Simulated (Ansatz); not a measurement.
Input file for Ansatz (a first-principles code):

Ansatz 0.2 input:
```yaml
crystal:
  lattice:
    - [3.656685024, 0.0, 0.0]
    - [0.0, 4.7725001373, 0.0]
    - [0.0, 0.0, 31.0]
  periodic: [true, true, false]
  atoms:
    - { symbol: As, position: [0.0, 0.5747726225, 0.4619485917] }
    - { symbol: As, position: [0.0, 0.4252273775, 0.5380514083] }
    - { symbol: As, position: [0.5, 0.9252273775, 0.4619485917] }
    - { symbol: As, position: [0.5, 0.0747726225, 0.5380514083] }
kpoints:
  mp_grid: { grid: [10, 8, 1] }
hamiltonian:
  xc: r2scan
  dispersion: d4
  pseudopotentials: { kind: paw }
scf:
  occupations: { method: gaussian, width: 0.005 }
relax:
  f_tol: 0.005
  max_steps: 150
output:
  eigenvalues: true
  stress: true
  write_potential: true
  volumetric_format: []
```

Output (shortened):

```
WARN output.stress: scf.convergence.dr2_threshold = 2.5e-8 eV (the default of a walk held to its f_tol) is looser than the 4e-10 eV advised for a printed …
Relaxation: its limit of steps is 150 (relax.max_steps)
Pseudopotentials: kind: paw
Pseudopotential: As, paw, valence charge 15
Functional definition: r2SCAN
Crystal: 4 atoms, lattice volume = 540.997 Å³
Basis set: ecut = 500 eV, 13725 PW (Γ), exchange–correlation on 108×144×960 points (64 copies of the dense FFT grid, shifted against one another)
Bands: 36, of which v1, the nominal top of the filled ones, is band 30 counted from 1 (29 counted from 0)
Symmetry: 8 space group operations
Space group: Pmna (ITA 53), of the structure as read, at distance tolerance 8.1e-5 Å
k-points: 30 of 80
PAW frozen core: As, regenerated for the run's functional
Initial wavefunctions: pseudopotential atomic-orbital guess
Eigensolver: davidson
Functional: x = r2scan, c = r2scan; τ floored in thin density (d = 2e-4 eV/Å³)
all-band conjugate gradients solve this SCF's bands
SCF 1 converged in 6 iterations: F = -19458.469246 eV  dr2 = 6.97e-8
relax step   1: F+E_penalty+E_count = -19458.46924555 eV  Δ(F+E_penalty+E_count) = +0.000e0 eV  max|allowed force component| = 4.098e-2 eV/Å  Δτ_max = 0.0000 Å  (6 SCF iters, dr2 threshold 6.25e-7 eV, accepted)
density extrapolation: transplant  |δρ|_rms = 1.202e-2 e/Å³  SAD shift = 8.428e-3 e/Å³
Crystal: 4 atoms, lattice volume = 540.997 Å³
Initial density: handed on by an earlier stage of this run
Initial wavefunctions: those handed on with the density
SCF 2 converged in 4 iterations: F = -19458.469457 eV  dr2 = 5.80e-8
relax step   2: F+E_penalty+E_count = -19458.46945736 eV  Δ(F+E_penalty+E_count) = -2.118e-4 eV  max|allowed force component| = 8.789e-3 eV/Å  Δτ_max = 0.0035 Å  (4 SCF iters, dr2 threshold 1.05e-7 eV, accepted)
density extrapolation: transplant  |δρ|_rms = 1.205e-2 e/Å³  SAD shift = 1.872e-3 e/Å³
Crystal: 4 atoms, lattice volume = 540.997 Å³
SCF 3 converged in 4 iterations: F = -19458.469475 eV  dr2 = 1.80e-9
relax step   3: F+E_penalty+E_count = -19458.46947464 eV  Δ(F+E_penalty+E_count) = -1.728e-5 eV  max|allowed force component| = 5.751e-4 eV/Å  Δτ_max = 0.0008 Å  (4 SCF iters, accepted)
Crystal: 4 atoms, lattice volume = 540.997 Å³
SCF 4 converged in 2 iterations: F = -19458.469475 eV  dr2 = 3.00e-10
WARN: The output density's exchange-correlation potential varies sharply where the density is thin …
SCF converged after 2 iterations
Stability not checked: this state was not tested for a lower state beside it, because too few of the mixer's solves of this state at the end of the SCF gave a …
Free energy (F): -19458.469475 eV
Harris-Foulkes:  -19458.469475 eV  (|F-HF|=3.49e-10)
Internal energy: -19458.469475 eV  (E = F + TS)
E sigma→0 (E₀):  -19458.469475 eV
Fermi energy:    -4.363783 eV
--- Per-component energies (eV) ---
  E_band       = -1866.580295
  E_kinetic    = 408.688512
  E_local      = -124800.111831  (includes V_loc(G=0)·N_el)
  E_nonlocal   = -2680.542429
  E_hartree    = 62319.944528
  E_xc         = -295.321207
  E_vxc        = -336.221888  (∫ρ·V_xc dr)
  E_paw        = -7388.889726  (= ΣΔE_a)
  E_vpaw       = 883.425716  (= ΣTr[D̂ρ^β])
  E_aug_tail   = -0.000025  (compensation charges beyond the density's cutoff)
  E_vtau       = 18.295011  (kinetic-family band-sum trace: ∫τ·v_τ [+ j·A + Jᵃ·Aᵃ] dr)
  E_ewald      = 52983.933633
  E_disp       = -0.341300  (pairwise vdW)
  E_core_change = -5.829631  (= ΣΔE_core)
  E_smearing   =  0.000000  (= −TS)
  E_closure    =  0.000000  (closes the sum)
  Σ components = -19458.469475   (vs F -19458.469475, Δ=0.00e0)
--- Forces (eV/Å), atoms counted from 1 ---
  atom   1  As     0.00000000     0.00036390    -0.00058731
  atom   2  As     0.00000000    -0.00036390     0.00058731
  atom   3  As     0.00000000    -0.00036390    -0.00058731
  atom   4  As     0.00000000     0.00036390     0.00058731
  max |Σ_I F_I| component: 0.0 eV/Å
--- 2D stress c σ (N/m, compression-positive) ---
       -0.742258       0.000000       0.000000
        0.000000      -0.201547       0.000000
        0.000000       0.000000       0.000000
  P = ½ c Tr σ = -0.4719 N/m
  The stress holds the Pulay correction. Without it, at fixed plane waves: P = -0.4819 N/m
  The stress includes an estimate of the error left by incomplete SCF convergence (largest component  0.0000 N/m …
--- Band table (eV; the first three rows and the last of 30) ---
  k-point 0: bands = ["-41.3436", "-41.3360", "-41.3146", "-41.2940", "-41.2811", "-41.2369", "-41.2318", "-41.2308", "-41.2266", "-41.2029", "-41.2000", "-41.1925", "-41.1886", "-41.1659", "-41.1655", "-41.1574", "-41.1341", "-41.1330", "-41.1324", …
  k-point 1: bands = ["-41.3431", "-41.3359", "-41.3135", "-41.2945", "-41.2807", "-41.2431", "-41.2317", "-41.2274", "-41.2273", "-41.2020", "-41.1960", "-41.1943", "-41.1891", "-41.1683", "-41.1618", "-41.1570", "-41.1343", "-41.1333", "-41.1329", …
  k-point 2: bands = ["-41.3415", "-41.3359", "-41.3106", "-41.2960", "-41.2791", "-41.2532", "-41.2316", "-41.2288", "-41.2229", "-41.1996", "-41.1988", "-41.1903", "-41.1878", "-41.1701", "-41.1574", "-41.1556", "-41.1348", "-41.1343", "-41.1341", …
  k-point 29: bands = ["-41.3157", "-41.3157", "-41.2902", "-41.2902", "-41.2537", "-41.2537", "-41.2491", "-41.2491", "-41.2152", "-41.2152", "-41.2078", "-41.2078", "-41.1726", "-41.1726", "-41.1682", "-41.1682", "-41.1413", "-41.1413", "-41.1270", …
  ° read free of the cell's end (the report's vacuum.weakly_bound_levels)
  band table: 36 of 36 bands, residual norms ≤ 1.0e-3 eV
--- Relaxed structure (3 steps of the walk, 3 accepted, 0 SCFs on fresh bases) ---
  F+E_penalty+E_count = -19458.46947464 eV   max|allowed force component| = 5.751e-4 eV/Å
  cell:  # Å, volume = 540.9974 Å³
    - [3.656685024, 0.0, 0.0]
    - [0.0, 4.7725001373, 0.0]
    - [0.0, 0.0, 31.0]
  atoms:
    - { symbol: As, position: [0.0, 0.5752812517037391, 0.4619880340632453] }
    - { symbol: As, position: [0.0, 0.4247187482962609, 0.5380119659367545] }
    - { symbol: As, position: [0.49999999999999994, 0.9247187482962607, 0.4619880340632453] }
    - { symbol: As, position: [0.49999999999999994, 0.07528125170373906, 0.5380119659367545] }
```

Cost: very roughly 5 core-minutes on shared cores.

This run is a variant of the relaxed cell: strain +1 % along x, +0 % along y, atoms relaxed.

The layer was cut from a bulk entry of the Materials Project (measured or hypothetical); whether that bulk phase is the ambient one, and whether the layer has been isolated, was not checked. The strained cell keeps its size and symmetry.

Potentials: the later of the program's two PAW sets.

Ansatz is a plane-wave DFT program.
